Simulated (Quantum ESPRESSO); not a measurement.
# Ta3Sn4Os: one composition in several site orders

Simulated, not a measurement. The program is pw.x of Quantum ESPRESSO 7.5 (plane-wave density functional theory). The cell is made up: eight metal atoms on a face-centred cubic lattice, with elements, volume, strain and displacements drawn at random and not relaxed, so it may be unstable or far from any real phase. PseudoDojo standard norm-conserving files set the functional (PBE unless stated); there is no spin polarisation or spin-orbit coupling, the Fermi-Dirac width of 0.25 eV means electrons at about 2900 K, and the masses in the input are unused placeholders. The tin pseudopotential is less sure than most, with forces differing by about three percent from a second method on plain tin. Heavy elements are run without spin-orbit coupling, which real alloys of them have. A spin test at this wide smearing found no moment, but such smearing suppresses magnetism that the real alloy may have.

The runs put one composition on the sites in different orders. Cell, positions, cutoff, mesh and smearing stay as in the input of run 1; sites are counted in its order. Stress in the tables is positive in tension.

Input of run 1:

```
&control calculation='scf', pseudo_dir='./dojo.nc.sr.pbe.v0_5.standard.upf', outdir='./o', disk_io='minimal', tprnfor=.true., tstress=.true. /
&system ibrav=0, nat=8, ntyp=3, nbnd=69, ecutwfc=74.01313486, nosym=.true., tot_charge=0,
 occupations='smearing', smearing='fd', degauss=0.0183746611
/
&electrons conv_thr=1.470e-08, electron_maxstep=70, mixing_beta=0.5 /
ATOMIC_SPECIES
Os 1.0 Os.upf
Sn 1.0 Sn.upf
Ta 1.0 Ta.upf
CELL_PARAMETERS angstrom
0.0 0.0 -4.2502
4.2502 0.0 0.0
0.0 -8.5005 0.0
ATOMIC_POSITIONS angstrom
Ta -0.1557 0.064 -0.0195
Ta -0.0373 -4.1511 0.159
Sn 2.1373 -2.2879 -0.1623
Sn 2.1539 -6.3668 0.0444
Sn 0.111 -1.9755 -2.198
Os -0.023 -6.5189 -2.2116
Sn 2.0403 -0.0523 -2.1143
Ta 2.1765 -4.236 -2.284
K_POINTS automatic
6 6 3 1 1 1
```

| run | elements on sites 1 to 8 | free energy less that of run 1 (eV) | -TS (eV) | pressure (GPa) | stress xx (GPa) | stress yy (GPa) | stress zz (GPa) | stress yz (GPa) | stress xz (GPa) | stress xy (GPa) | iterations |
| --- | --- | --- | --- | --- | --- | --- | --- | --- | --- | --- | --- |
| 1 | Ta Ta Sn Sn Sn Os Sn Ta | 0.000 | -1.250 | 7.78 | -7.56 | -8.88 | -6.88 | -0.41 | 0.03 | 0.04 | 14 |
| 2 | Sn Os Sn Sn Ta Sn Ta Ta | -0.133 | -1.295 | 8.27 | -7.70 | -7.28 | -9.84 | -0.32 | -0.55 | -0.28 | 15 |
| 3 | Sn Sn Ta Os Sn Ta Ta Sn | 0.378 | -1.468 | 8.42 | -6.17 | -12.22 | -6.87 | -0.67 | 0.11 | -0.30 | 14 |
| 4 | Sn Os Sn Sn Ta Ta Ta Sn | -0.540 | -1.188 | 6.18 | -3.53 | -6.62 | -8.40 | -0.96 | 0.06 | -0.28 | 13 |
| 5 | Ta Sn Os Ta Sn Sn Ta Sn | -0.158 | -1.230 | 8.31 | -8.59 | -9.19 | -7.17 | -0.04 | -0.03 | -0.34 | 13 |
| 6 | Sn Sn Ta Sn Sn Ta Ta Os | -0.108 | -1.307 | 7.15 | -6.67 | -10.91 | -3.88 | -0.55 | -0.28 | -0.21 | 14 |

Forces Fx Fy Fz (eV/Å):

```
site             run 1              run 2             run 3              run 4              run 5             run 6
   1    0.31 0.94 0.10   0.88 -2.34 -0.26   0.39 0.70 -0.31   0.92 -1.07 -0.22   0.10 -1.23 -0.20  0.70 -0.90 -0.31
   2  0.61 -1.81 -0.92     0.01 0.33 0.30  0.80 -2.46 -2.10   0.24 -0.13 -0.20    0.72 0.18 -2.23  0.66 -1.17 -1.07
   3    0.29 0.36 0.38   -0.08 -0.04 0.53   0.07 1.65 -0.05    -0.05 0.79 0.46    0.08 1.34 -0.65    0.10 0.22 0.17
   4  -0.61 1.02 -0.81   -0.78 1.70 -1.34  -0.19 -0.52 0.02   -0.86 0.69 -1.30  -0.29 -0.77 -0.89  -0.92 0.91 -0.88
   5  -1.08 -2.22 0.01  -0.76 -1.93 -0.06  -1.06 -0.04 0.34  -0.81 -1.01 -0.21    -1.06 0.00 0.57  -0.98 -1.60 0.30
   6    0.21 0.73 0.02     0.41 2.87 0.94   -0.05 0.73 0.45     0.45 0.98 0.91    0.17 -0.61 1.27    0.37 1.31 1.20
   7   0.57 2.45 -0.27   0.09 -0.24 -0.19   0.65 2.13 -0.27    0.40 0.30 -0.58    0.92 0.48 -0.06   0.45 0.87 -0.23
   8  -0.31 -1.47 1.48    0.23 -0.35 0.09  -0.60 -2.20 1.92   -0.29 -0.55 1.14    -0.65 0.61 2.21   -0.38 0.36 0.83
```

The sites are displaced and not relaxed, so the energy differences mix bonding between neighbours with strain and are not ordering energies. A rerun of one cell of this series at a higher cutoff and on a denser mesh moved values by no more than 0.003 eV in energy, 0.04 GPa in stress and 0.010 eV/Å in force, and a second program with other atomic files agreed on that cell to 2 % rms in force and 0.5 GPa in pressure.